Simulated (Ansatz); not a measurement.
SnGe (CsCl type, Pm-3m) under volume change, plane-wave PAW PBE (Ansatz code), scaled uniformly.

```tsv
V (Å³/atom)	E − E(relaxed) (meV/atom)	P (GPa)
21.430	37.9	6.09
22.136	16.2	3.82
22.843	3.9	1.80
23.549	0.0	-0.01
24.256	3.6	-1.56
24.962	[?]	[?]
25.669	[?]	[?]
```

### Question
What belongs in the gaps?

### Answer

- 24.962, E − E(relaxed) (meV/atom): 13.4
- 24.962, P (GPa): -2.88
- 25.669, E − E(relaxed) (meV/atom): 28.7
- 25.669, P (GPa): -4.02

### Question
What does a third-order Birch–Murnaghan fit give for V₀, B₀ and B′?

### Answer
V₀ = 23.55 Å³/atom, B₀ = 54.8 GPa, B′ = 3.5.

The cell is a constructed one: a structure type filled with these elements; neither database checked (COD, Materials Project) lists it. Whether it is the stable phase at ambient conditions was not checked. The PBE relaxation kept the symmetry of its start; its stability against distortions is not shown here. Spin–orbit coupling is left out wherever it is not named.

Potentials: the earlier of the program's two PAW sets.
